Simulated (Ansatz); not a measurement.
HfS2:
```yaml
crystal:
  lattice:
    - [3.55666, 0.00000, 0.00000]
    - [-1.77833, 3.08016, 0.00000]
    - [0.00000, 0.00000, 5.68034]
  atoms:
    - { symbol: Hf, position: [0.00000, 0.00000, 0.00000] }
    - { symbol: S, position: [0.33333, 0.66667, 0.25451] }
    - { symbol: S, position: [0.66667, 0.33333, 0.74549] }
```

Relaxed with LDA.

Problem. Map the electron localisation function on the plane through (0.000, 0.000, 0.000) spanned by u = [0, 0, 1] and v = [1, -1, 0] in lattice vectors, from the program Ansatz at the LDA level (PAW).

Solution. x is the fraction of u, y of v (the angle between them is 90°; rows are the nearest grid lines); atoms in the plane: Hf at (0.00, 0.00), S at (0.25, 0.33), S at (0.75, 0.67).
```
y \ x   0.000  0.107  0.179  0.286  0.357  0.464  0.536  0.643  0.714  0.821  0.893   1.00
------  -----  -----  -----  -----  -----  -----  -----  -----  -----  -----  -----  -----
1.00    0.755  0.791  0.186  0.061  0.046  0.010  0.010  0.046  0.061  0.186  0.791  0.755
0.935   0.846  0.682  0.126  0.091  0.060  0.013  0.018  0.122  0.172  0.142  0.695  0.846
0.839   0.227  0.080  0.091  0.109  0.056  0.024  0.205  0.768  0.835  0.660  0.259  0.227
0.774   0.164  0.070  0.100  0.072  0.036  0.054  0.577  0.886  0.854  0.856  0.733  0.164
0.677   0.469  0.088  0.052  0.025  0.015  0.162  0.812  0.850  0.040  0.384  0.780  0.469
0.613   0.416  0.109  0.102  0.066  0.032  0.104  0.758  0.875  0.379  0.636  0.791  0.416
0.548   0.268  0.301  0.497  0.523  0.335  0.050  0.388  0.862  0.835  0.827  0.744  0.268
0.452   0.268  0.744  0.827  0.835  0.862  0.388  0.050  0.335  0.523  0.497  0.301  0.268
0.387   0.416  0.791  0.636  0.379  0.875  0.758  0.104  0.032  0.066  0.102  0.109  0.416
0.323   0.469  0.780  0.384  0.040  0.850  0.812  0.162  0.015  0.025  0.052  0.088  0.469
0.226   0.164  0.733  0.856  0.854  0.886  0.577  0.054  0.036  0.072  0.100  0.070  0.164
0.161   0.227  0.259  0.660  0.835  0.768  0.205  0.024  0.056  0.109  0.091  0.080  0.227
0.0645  0.846  0.695  0.142  0.172  0.122  0.018  0.013  0.060  0.091  0.126  0.682  0.846
0.000   0.755  0.791  0.186  0.061  0.046  0.010  0.010  0.046  0.061  0.186  0.791  0.755
```

The density is the valence pseudo-density with augmentation charge, so density and ELF within about 1 Å of a nucleus are not all-electron values.

Space group P-3m1 (CdI2 type). The cell was relaxed with LDA under the symmetry of its start. No spin polarisation was allowed. A crystal of weakly bound layers computed without a dispersion correction: the cell and the soft elastic constants depend strongly on that. Scalar-relativistic: spin–orbit coupling is off unless named, which matters more the heavier the elements.

Potentials: the later of the program's two PAW sets.
